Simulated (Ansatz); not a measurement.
ReNCl4:
```
ReNCl4
1.0
   -4.15794     4.15794     2.00619
    4.15794    -4.15794     2.00619
    4.15794     4.15794    -2.00619
Re N Cl
1 1 4
Direct
  0.98478   0.98478   0.00000
  0.57011   0.57011   0.00000
  0.81054   0.99890   0.66442
  0.14612   0.81054   0.81164
  0.33448   0.14612   0.33558
  0.99890   0.33448   0.18836
```

Relaxed with r²SCAN+D4.

Task: Give the Bader charges and basin volumes of the independent atoms, the program Ansatz at the r²SCAN+D4 level (PAW).

Result: 

| atom | Bader charge (e) | Bader volume (Å³) |
|---|---|---|
| Re1 | +2.28 | 11.4 |
| N2 | -0.76 | 14.5 |
| Cl3 | -0.38 | 28.2 |

Space group I4. The first step of the workflow began from a Materials Project structure, measured or hypothetical; the Crystallography Open Database copy checked does not list it. Whether it is the stable phase at ambient conditions was not checked. Symmetry was held in the r²SCAN+D4 relaxation; its stability against distortions is not shown here. No spin polarisation was allowed. Spin–orbit coupling is left out wherever it is not named.

Potentials: the later of the program's two PAW sets.
